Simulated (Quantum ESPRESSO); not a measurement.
Ta4RhGaLi2, one run as intended and one with a planted mistake

Computed values, not a measurement. The program is pw.x of Quantum ESPRESSO 7.5 (plane-wave density functional theory). The cell is made up: eight metal atoms on a face-centred cubic lattice, with elements, volume, strain and displacements drawn at random and not relaxed, so it may be unstable or far from any real phase. PseudoDojo standard norm-conserving files set the functional (PBE unless stated); there is no spin polarisation or spin-orbit coupling, the Fermi-Dirac width of 0.25 eV means electrons at about 2900 K, and the masses in the input are unused placeholders. Heavy elements are run without spin-orbit coupling, which real alloys of them have. A spin test at this wide smearing found no moment, but such smearing suppresses magnetism that the real alloy may have.

Intended input:

```
&control calculation='scf', pseudo_dir='./dojo.nc.sr.pbe.v0_5.standard.upf', outdir='./o', disk_io='minimal', tprnfor=.true., tstress=.true. /
&system ibrav=0, nat=8, ntyp=4, nbnd=58, ecutwfc=87.97787729, nosym=.true., tot_charge=0,
 occupations='smearing', smearing='fd', degauss=0.0183746611
/
&electrons conv_thr=1.470e-08, electron_maxstep=70, mixing_beta=0.5 /
ATOMIC_SPECIES
Ga 1.0 Ga.upf
Li 1.0 Li.upf
Rh 1.0 Rh.upf
Ta 1.0 Ta.upf
CELL_PARAMETERS angstrom
-4.3465 0.0269 -0.0474
0.0743 -4.2248 4.2998
-0.0166 6.345 2.1576
ATOMIC_POSITIONS angstrom
Ta 0.1324 -0.0126 0.0307
Ta -0.0512 2.122 2.1224
Rh 0.1249 -2.0294 2.0808
Ga -0.0397 -0.2786 4.2528
Ta -2.2048 4.3538 2.0865
Li -1.9855 -0.0442 2.1154
Ta -2.1354 2.2447 4.3014
Li -2.3015 -2.0793 4.3126
K_POINTS automatic
5 4 4 1 1 1
```

The log is shortened where brackets say so; the opening notice, blank lines, dates and the lines on written files are dropped, and the path of the files is cut. It prints rydbergs, bohrs and kilobars, and counts compression as positive stress. Its total energy is the free energy E - TS of the whole cell.

Log of the intended run:

```
     Program PWSCF v.7.5
     Parallel version (MPI & OpenMP), running on       4 processor cores
     Number of MPI processes:                 4
     Threads/MPI process:                     1
     [start-up lines left out]
     bravais-lattice index     =            0
     lattice parameter (alat)  =       8.2143  a.u.
     unit-cell volume          =    1067.4325 (a.u.)^3
     number of atoms/cell      =            8
     number of atomic types    =            4
     number of electrons       =        88.00
     number of Kohn-Sham states=           58
     kinetic-energy cutoff     =      87.9779  Ry
     charge density cutoff     =     351.9115  Ry
     scf convergence threshold =      1.5E-08
     mixing beta               =       0.5000
     number of iterations used =            8  plain     mixing
     Exchange-correlation= PBE
                           (   1   4   3   4   0   0   0)
     [axes and pseudopotential details left out]
   Cartesian axes
     site n.     atom                  positions (alat units)
         1        Ta     tau(   1) = (   0.0304589  -0.0028987   0.0070626  )
         2        Ta     tau(   2) = (  -0.0117787   0.4881705   0.4882625  )
         3        Rh     tau(   3) = (   0.0287335  -0.4668677   0.4786924  )
         4        Ga     tau(   4) = (  -0.0091331  -0.0640925   0.9783655  )
         5        Ta     tau(   5) = (  -0.5072188   1.0016008   0.4800037  )
         6        Li     tau(   6) = (  -0.4567684  -0.0101683   0.4866522  )
         7        Ta     tau(   7) = (  -0.4912532   0.5163979   0.9895460  )
         8        Li     tau(   8) = (  -0.5294649  -0.4783473   0.9921226  )
     number of k points=    40  Fermi-Dirac smearing, width (Ry)=  0.0184
                       cart. coord. in units 2pi/alat
        k(    1) = (  -0.1015469   0.0313330   0.1589088), wk =   0.0500000
        k(    2) = (  -0.1021281   0.1597067   0.2850533), wk =   0.0500000
     [further k points left out]
     Dense  grid:   118971 G-vectors     FFT dimensions: (  50,  72,  75)
     Estimated max dynamical RAM per process >     332.45 MB
     Estimated total dynamical RAM >       1.21 GB
     Initial potential from superposition of free atoms
     starting charge      87.9839, renormalised to      88.0000
     Starting wfcs are   63 randomized atomic wfcs
     total cpu time spent up to now is        7.2 secs
     per-process dynamical memory:   251.5 Mb
     Self-consistent Calculation
     iteration #  1     ecut=    87.98 Ry     beta= 0.50
     Davidson diagonalization with overlap
     ethr =  1.00E-02,  avg # of iterations =  3.1
     Threshold (ethr) on eigenvalues was too large:
     Diagonalizing with lowered threshold
     Davidson diagonalization with overlap
     ethr =  6.80E-04,  avg # of iterations =  2.6
     total cpu time spent up to now is       34.2 secs
     total energy              =    -936.72140106 Ry
     estimated scf accuracy    <       0.68481038 Ry
     iteration #  2     ecut=    87.98 Ry     beta= 0.50
     Davidson diagonalization with overlap
     ethr =  7.78E-04,  avg # of iterations =  3.2
     total cpu time spent up to now is       48.4 secs
     total energy              =    -936.65048513 Ry
     estimated scf accuracy    <       4.08458531 Ry
     [iterations 3 to 13 left out]
     iteration # 14     ecut=    87.98 Ry     beta= 0.50
     Davidson diagonalization with overlap
     ethr =  5.64E-11,  avg # of iterations =  2.0
     total cpu time spent up to now is      199.3 secs
     total energy              =    -937.02775797 Ry
     estimated scf accuracy    <       0.00000004 Ry
     iteration # 15     ecut=    87.98 Ry     beta= 0.50
     Davidson diagonalization with overlap
     ethr =  4.41E-11,  avg # of iterations =  1.0
     total cpu time spent up to now is      210.2 secs
     End of self-consistent calculation
     [lines on levels left out]
!    total energy              =    -937.02775798 Ry
     estimated scf accuracy    <          2.2E-09 Ry
     smearing contrib. (-TS)   =      -0.12578138 Ry
     internal energy E=F+TS    =    -936.90197660 Ry
     The total energy is F=E-TS. E is the sum of the following terms:
     one-electron contribution =    -347.88177669 Ry
     hartree contribution      =     204.04322835 Ry
     xc contribution           =    -203.83302663 Ry
     ewald contribution        =    -589.23040163 Ry
     convergence has been achieved in  15 iterations
     Forces acting on atoms (cartesian axes, Ry/au):
     atom    1 type  4   force =    -0.03135934   -0.01905783   -0.01799510
     atom    2 type  4   force =     0.00618275    0.02231335    0.03871753
     atom    3 type  3   force =    -0.00256533   -0.01479012   -0.01679516
     atom    4 type  1   force =     0.00568664    0.02721560   -0.00084219
     atom    5 type  4   force =     0.00709918   -0.02191707    0.00126346
     atom    6 type  2   force =    -0.01570841   -0.00300967    0.01317635
     atom    7 type  4   force =     0.01099851    0.00095169   -0.00965445
     atom    8 type  2   force =     0.01966599    0.00829406   -0.00787043
     Total force =     0.081738     Total SCF correction =     0.000211
     Computing stress (Cartesian axis) and pressure
          total   stress  (Ry/bohr**3)                   (kbar)     P=     -158.32
  -0.00109616   0.00004265  -0.00005339         -161.25        6.27       -7.85
   0.00004265  -0.00109074   0.00021788            6.27     -160.45       32.05
  -0.00005339   0.00021788  -0.00104171           -7.85       32.05     -153.24
     init_run     :      6.58s CPU      7.05s WALL (       1 calls)
     electrons    :    201.68s CPU    203.06s WALL (       1 calls)
     forces       :      2.41s CPU      2.46s WALL (       1 calls)
     stress       :     10.23s CPU     10.58s WALL (       1 calls)
     [timing details left out]
     PWSCF        :   3m41.08s CPU   3m43.48s WALL
     JOB DONE.
```

A second run has one planted mistake: one atom is of a wrong element. The input lines that differ:

```
- &system ibrav=0, nat=8, ntyp=4, nbnd=58, ecutwfc=87.97787729, nosym=.true., tot_charge=0,
+ &system ibrav=0, nat=8, ntyp=4, nbnd=56, ecutwfc=87.97787729, nosym=.true., tot_charge=0,
+ Hf 1.0 Hf.upf
- Rh 1.0 Rh.upf
- Rh 0.1249 -2.0294 2.0808
+ Hf 0.1249 -2.0294 2.0808
```

Its log:

```
     Program PWSCF v.7.5
     Parallel version (MPI & OpenMP), running on       4 processor cores
     Number of MPI processes:                 4
     Threads/MPI process:                     1
     [start-up lines left out]
     bravais-lattice index     =            0
     lattice parameter (alat)  =       8.2143  a.u.
     unit-cell volume          =    1067.4325 (a.u.)^3
     number of atoms/cell      =            8
     number of atomic types    =            4
     number of electrons       =        83.00
     number of Kohn-Sham states=           56
     kinetic-energy cutoff     =      87.9779  Ry
     charge density cutoff     =     351.9115  Ry
     scf convergence threshold =      1.5E-08
     mixing beta               =       0.5000
     number of iterations used =            8  plain     mixing
     Exchange-correlation= PBE
                           (   1   4   3   4   0   0   0)
     [axes and pseudopotential details left out]
   Cartesian axes
     site n.     atom                  positions (alat units)
         1        Ta     tau(   1) = (   0.0304589  -0.0028987   0.0070626  )
         2        Ta     tau(   2) = (  -0.0117787   0.4881705   0.4882625  )
         3        Hf     tau(   3) = (   0.0287335  -0.4668677   0.4786924  )
         4        Ga     tau(   4) = (  -0.0091331  -0.0640925   0.9783655  )
         5        Ta     tau(   5) = (  -0.5072188   1.0016008   0.4800037  )
         6        Li     tau(   6) = (  -0.4567684  -0.0101683   0.4866522  )
         7        Ta     tau(   7) = (  -0.4912532   0.5163979   0.9895460  )
         8        Li     tau(   8) = (  -0.5294649  -0.4783473   0.9921226  )
     number of k points=    40  Fermi-Dirac smearing, width (Ry)=  0.0184
                       cart. coord. in units 2pi/alat
        k(    1) = (  -0.1015469   0.0313330   0.1589088), wk =   0.0500000
        k(    2) = (  -0.1021281   0.1597067   0.2850533), wk =   0.0500000
     [further k points left out]
     Dense  grid:   118971 G-vectors     FFT dimensions: (  50,  72,  75)
     Estimated max dynamical RAM per process >     328.78 MB
     Estimated total dynamical RAM >       1.20 GB
     Initial potential from superposition of free atoms
     starting charge      82.9827, renormalised to      83.0000
     Starting wfcs are   63 randomized atomic wfcs
     total cpu time spent up to now is        7.0 secs
     per-process dynamical memory:   240.6 Mb
     Self-consistent Calculation
     iteration #  1     ecut=    87.98 Ry     beta= 0.50
     Davidson diagonalization with overlap
     ethr =  1.00E-02,  avg # of iterations =  2.9
     Threshold (ethr) on eigenvalues was too large:
     Diagonalizing with lowered threshold
     Davidson diagonalization with overlap
     ethr =  3.84E-04,  avg # of iterations =  4.9
     total cpu time spent up to now is       35.9 secs
     total energy              =    -815.13792993 Ry
     estimated scf accuracy    <       0.37401686 Ry
     iteration #  2     ecut=    87.98 Ry     beta= 0.50
     Davidson diagonalization with overlap
     ethr =  4.51E-04,  avg # of iterations =  4.1
     total cpu time spent up to now is       52.1 secs
     total energy              =    -814.99343929 Ry
     estimated scf accuracy    <       2.18338020 Ry
     [iterations 3 to 12 left out]
     iteration # 13     ecut=    87.98 Ry     beta= 0.50
     Davidson diagonalization with overlap
     ethr =  8.24E-11,  avg # of iterations =  2.7
     total cpu time spent up to now is      212.4 secs
     total energy              =    -815.26243011 Ry
     estimated scf accuracy    <       0.00000003 Ry
     iteration # 14     ecut=    87.98 Ry     beta= 0.50
     Davidson diagonalization with overlap
     ethr =  3.21E-11,  avg # of iterations =  2.1
     total cpu time spent up to now is      228.6 secs
     End of self-consistent calculation
     [lines on levels left out]
!    total energy              =    -815.26243011 Ry
     estimated scf accuracy    <          8.8E-09 Ry
     smearing contrib. (-TS)   =      -0.11497045 Ry
     internal energy E=F+TS    =    -815.14745967 Ry
     The total energy is F=E-TS. E is the sum of the following terms:
     one-electron contribution =    -255.18809685 Ry
     hartree contribution      =     155.37632992 Ry
     xc contribution           =    -194.84034152 Ry
     ewald contribution        =    -520.49535122 Ry
     convergence has been achieved in  14 iterations
     Forces acting on atoms (cartesian axes, Ry/au):
     atom    1 type  4   force =    -0.02466033   -0.01257705   -0.05493761
     atom    2 type  4   force =     0.01521062    0.01610976    0.03587289
     atom    3 type  2   force =    -0.01957216   -0.02501263    0.00670823
     atom    4 type  1   force =     0.00305598    0.05193190    0.02534497
     atom    5 type  4   force =     0.01337088   -0.02657532   -0.00862856
     atom    6 type  3   force =    -0.01635068    0.01702278    0.00955704
     atom    7 type  4   force =     0.00268088   -0.02656467   -0.01975431
     atom    8 type  3   force =     0.02626481    0.00566524    0.00583735
     Total force =     0.115895     Total SCF correction =     0.000385
     Computing stress (Cartesian axis) and pressure
          total   stress  (Ry/bohr**3)                   (kbar)     P=      -85.76
  -0.00068266   0.00002894  -0.00007820         -100.42        4.26      -11.50
   0.00002894  -0.00055841   0.00010451            4.26      -82.14       15.37
  -0.00007820   0.00010451  -0.00050794          -11.50       15.37      -74.72
     init_run     :      6.33s CPU      6.78s WALL (       1 calls)
     electrons    :    220.06s CPU    221.52s WALL (       1 calls)
     forces       :      3.80s CPU      3.86s WALL (       1 calls)
     stress       :     12.13s CPU     12.51s WALL (       1 calls)
     [timing details left out]
     PWSCF        :   4m 2.69s CPU   4m 5.13s WALL
     JOB DONE.
```

|  | intended run | run with the mistake |
| --- | --- | --- |
| free energy (eV) | -12748.912 | -11092.210 |
| entropy term -TS, part of it (eV) | -1.711 | -1.564 |
| pressure (GPa) | -15.83 | -8.58 |
| size of the largest force component (eV/Å) | 0.995 | 1.413 |
| largest change of a force component (eV/Å) |  | 0.950 |
| iterations | 15 | 14 |

For scale, a rerun of the intended cell at a higher cutoff and on a denser mesh moved values by no more than 0.002 eV in energy, 0.05 GPa in stress and 0.008 eV/Å in force, and a second program with other atomic files agreed on that cell to 2 % rms in force and 0.5 GPa in pressure. Files of another functional or element have another zero of energy, so the energy change says nothing on stability. The number of bands, nbnd, was set by rule from the electron count, so it follows the mistake.